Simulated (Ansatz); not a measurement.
Here is the system:

ZrRu:
```
CELL_PARAMETERS angstrom
      3.23245     0.00000     0.00000
      0.00000     3.23245     0.00000
      0.00000     0.00000     3.23245
ATOMIC_POSITIONS crystal
  Ru 0.00000 0.00000 0.00000
  Zr 0.50000 0.50000 0.50000
```

This is the PBEsol-relaxed structure.

Task: All from PBEsol (plane waves, PAW; program Ansatz), unless another level is named. Give the Poisson's ratio.

Result: 0.31.

Task: Predict the highest zone-centre frequency.

Result: 23.4 meV.

Task: Next, the elastic constants (relaxed ions, GPa)?

Result: C11 = 351, C12 = 122, C44 = 67.7.

Space group Pm-3m (CsCl type). The workflow started from an entry of the Crystallography Open Database (COD). Its standing as an ambient phase is unchecked. The PBEsol relaxation kept the symmetry of its start; of distortions, only those at the zone centre were tested. No spin polarisation was allowed. As this level gives no gap, shear constants depend on the k-mesh and smearing (Fermi–Dirac, 0.1 eV here).

Potentials: the later of the program's two PAW sets.
